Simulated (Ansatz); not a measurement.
Relaxing AuCu3-type YbNi3

Method: PBEsol, scalar-relativistic; collinear spin; PAW, 420 eV, Γ-centred 8×8×8 mesh, 0.05 eV Gaussian smearing; code Ansatz; PAW files: Ansatz's generated set soft_2.

The cell came from substitution into a structure type; whether the compound takes it is for experiment to say.

The first cell:

```xyz
4
Lattice="4.0141 0.0000 0.0000 0.0000 4.0141 0.0000 0.0000 0.0000 4.0141" Properties=species:S:1:pos:R:3 pbc="T T T"
Yb    0.0000    0.0000    0.0000
Ni    0.0000    2.0071    2.0071
Ni    2.0071    2.0071    0.0000
Ni    2.0071    0.0000    2.0071
```

Starting moments (μB, in the order of the atoms): 0.0, 0.8, 0.8, 0.8.

The first steps of the search for zero pressure:

| run | level | k-mesh | kind | V (Å³/atom) | P (GPa) | gap on the mesh (eV) | largest moment (μB) |
| --- | --- | --- | --- | --- | --- | --- | --- |
| 1 | PBEsol | 8×8×8 | fixed cell | 16.17 | -16.8 | metal | 0.40 |

(1) At which volume does PBEsol reach zero pressure?

Answer:

(1) 13.31 Å³/atom, about 17.7 % under the start.

The steps that followed:

| run | level | k-mesh | kind | V (Å³/atom) | P (GPa) | E − E(final) (meV/atom) | gap on the mesh (eV) | largest moment (μB) |
| --- | --- | --- | --- | --- | --- | --- | --- | --- |
| 2 | PBEsol | 8×8×8 | fixed cell | 14.55 | -9.9 | 41.9 | metal | 0.44 |
| 3 | PBEsol | 8×8×8 | fixed cell | 13.22 | 0.9 | 0.2 | metal | 0.47 |
| 4 | PBEsol | 8×8×8 | fixed cell | 13.31 | 0.0 | 0.0 | metal | 0.47 |

Cell and atoms are those of this level's equilibrium.

The final structure (symmetry read at 0.01 Å). It takes space group Pm-3m (No. 221, cubic). Conventional cell: a = 3.762 Å, b = 3.762 Å, c = 3.762 Å, α = 90.00°, β = 90.00°, γ = 90.00°. Around Yb (site symmetry m-3m) lie 12 Ni at 2.66 Å. Around Ni (site symmetry 4/mmm) lie 4 Yb at 2.66 Å and 8 Ni at 2.66 Å. (Neighbours are counted to 15 % beyond the shortest distance.)

```csv
atom,site,symmetry,x,y,z
Yb,1a,m-3m,0.0000,0.0000,0.0000
Ni,3c,4/mm.m,0.0000,0.5000,0.5000
```

At the final geometry the gap, band path included, is zero (metallic) and the site spin moments are Yb 0.47; Ni 0.30 μB. The equation of state gives B0 = 137 GPa and B0′ = 4.6. Against the elements' standard states, run alike and uncorrected, the formation energy is -0.03 eV/atom. The runs in the table took roughly 4 core-minutes.

Without a U the 4f levels of Yb lie too near the Fermi level, so their share of the states there, and what hangs on it, is overstated. No spin–orbit coupling, a notable omission for heavy elements. Site moments are of spin, integrated over atomic spheres. Only parallel moments were tried, so the real magnetic order may be another.
